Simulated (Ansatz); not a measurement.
# Density of states of Li2Pd

```cif
data_structure
_symmetry_space_group_name_H-M 'P6/mmm'
_symmetry_Int_Tables_number 191
_cell_length_a 4.2267
_cell_length_b 4.2267
_cell_length_c 2.7319
_cell_angle_alpha 90.000
_cell_angle_beta 90.000
_cell_angle_gamma 120.000
_cell_volume 42.27
loop_
_atom_site_label
_atom_site_type_symbol
_atom_site_symmetry_multiplicity
_atom_site_Wyckoff_symbol
_atom_site_fract_x
_atom_site_fract_y
_atom_site_fract_z
_atom_site_occupancy
Li1 Li 2 d 0.33333 0.66667 0.50000 1
Pd1 Pd 1 a 0.00000 0.00000 0.00000 1
```

The runs use the primitive cell with vectors (4.227, 0.000, 0.000), (-2.113, 3.660, 0.000), (0.000, 0.000, 2.732) Å, to which the k mesh refers.

The cell comes from COD entry 1523156, which wasn't checked; take it as a given geometry.

Spin polarisation is left out, and whether a magnetic state lies lower isn't shown here.

Level of theory: DFT, LDA, all-electron LAPW, scalar-relativistic in Ansatz 0.2.0.

The runs use a Γ-centred 11×11×15 k mesh, Fermi–Dirac smearing of 0.08 eV, basis error target 0.5 meV/atom, no spin polarisation.

Question: Where is the centre of the filled Pd 4d states between -14 eV and the top of the filled states?

Answer: -2.37 eV from the Fermi level.

Question: Tabulate the density of states.

Answer: States per eV and cell, averaged over 0.4 eV, from -5.0 to 4.8 eV, with energies (bin centres) from the Fermi level; empty bins are left out. The partial columns, the largest 2 alone, are projections on Löwdin-orthogonalised atomic shells (those that the program's projection atoms carry: the occupied ones and, for some elements, an empty d or f shell; other empty shells have no column), summed over atoms of an element. Weights on diffuse s and p shells depend on that basis and aren't pure angular character.
```csv
E (eV),total,Pd 4d,Li 2s
-4.9,0.18,0.02,0.15
-4.5,0.58,0.15,0.36
-4.1,0.79,0.30,0.38
-3.7,0.63,0.23,0.33
-3.3,4.46,3.72,0.63
-2.9,4.73,4.19,0.42
-2.5,4.54,4.02,0.37
-2.1,5.87,5.41,0.23
-1.7,3.41,2.93,0.25
-1.3,3.01,2.61,0.23
-0.9,0.60,0.29,0.21
-0.5,0.60,0.17,0.30
-0.1,0.69,0.15,0.37
0.3,0.85,0.13,0.46
0.7,1.18,0.13,0.58
1.1,1.09,0.08,0.44
1.5,1.15,0.07,0.35
1.9,0.94,0.08,0.25
2.3,0.74,0.05,0.21
2.7,0.70,0.04,0.18
3.1,0.62,0.03,0.15
3.5,0.58,0.02,0.12
3.9,0.57,0.02,0.10
4.3,0.49,0.01,0.09
4.7,0.36,0.01,0.08
```
